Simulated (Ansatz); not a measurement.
Relaxed-ion elastic tensor of BRu (CsCl type, Pm-3m) in GPa (Voigt order), the program Ansatz at the PBEsol level (PAW); density 9.75 g/cm³, 9.53 Å³ per atom.

```
     1    2    3     4     5     6
-  ---  ---  ---  ----  ----  ----
1  687  181  181   0.0   0.0   0.0
2  181  687  181   0.0   0.0   0.0
3  181  181  687   0.0   0.0   0.0
4  0.0  0.0  0.0  77.5   0.0   0.0
5  0.0  0.0  0.0   0.0  77.5   0.0
6  0.0  0.0  0.0   0.0   0.0  77.5
```

Is the crystal mechanically stable?

Yes: the smallest eigenvalue of C is 77.5 GPa.

Work out the Voigt, Reuss and Hill averages.

K_V = 349, K_R = 349, K_H = 349; G_V = 148, G_R = 107, G_H = 128 GPa.

Give Young's modulus, Poisson's ratio, Pugh's ratio and the universal anisotropy index.

E = 9KG/(3K + G) = 341 GPa; ν = 0.34; K/G = 2.74 (ductile by the Pugh limit of 1.75); A_U = 5G_V/G_R + K_V/K_R − 6 = 1.88.

Estimate the sound speeds and the Debye temperature.

v_l = √((K + 4G/3)/ρ) = 7300 m/s, v_t = √(G/ρ) = 3620 m/s, mean 4060 m/s; Θ = (h/k)(3n/4πV)^(1/3) v_m = 570 K.

Give the Zener ratio and Young's modulus along [100], [110] and [111].

A = 2C44/(C11 − C12) = 0.31; 1/E = S11 − 2(S11 − S12 − S44/2)Γ with Γ = 0, 1/4, 1/3 gives 611, 258, 217 GPa.

Solve the Christoffel equation for the three sound speeds along [100], [110], [111].

Eigenvalues of C_ijkl n_j n_l equal ρv². In km/s, slowest first: [100] 2.82, 2.82, 8.39; [110] 2.82, 5.10, 7.24; [111] 4.47, 4.47, 6.82.

The cell is a constructed one: a structure type filled with these elements; neither database checked (COD, Materials Project) lists it. Its standing as an ambient phase is unchecked. Symmetry was held in the PBEsol relaxation; whether a distortion lowers the energy is not shown. No spin polarisation was allowed. As this level gives no gap, shear constants depend on the k-mesh and smearing (Fermi–Dirac, 0.1 eV here).

Potentials: the earlier of the program's two PAW sets. The files were generated under PBE; for other functionals the program regenerates the frozen cores, and for LDA and PBEsol the local potential too.
